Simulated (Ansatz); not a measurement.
**Mg (dhcp): energy against volume**

Computed with DFT, LDA (PW92), plane waves (420 eV) with PAW, scalar-relativistic (Ansatz). (PAW data from PBE, frozen cores regenerated.)

The cell is scaled uniformly from the relaxed one, with fractional coordinates and shape fixed. Energies are extrapolated to zero smearing, pressures are those at the given smearing. Magnetic state: spin not included.

A Birch-Murnaghan fit gives V₀ = 21.71 Å³/atom, B₀ = 39 GPa, B₀′ = 4.0.

Question: What are the energy above the minimum and the pressure at 19.936 Å³/atom?

Answer: 20.3 meV/atom and 3.97 GPa as computed.

Question: What are the energy above the minimum and the pressure at 20.802 Å³/atom?

Answer: 4.9 meV/atom and 1.84 GPa as computed.

Question: What are the energy above the minimum and the pressure at 23.403 Å³/atom?

Answer: 14.2 meV/atom and -2.50 GPa as computed.
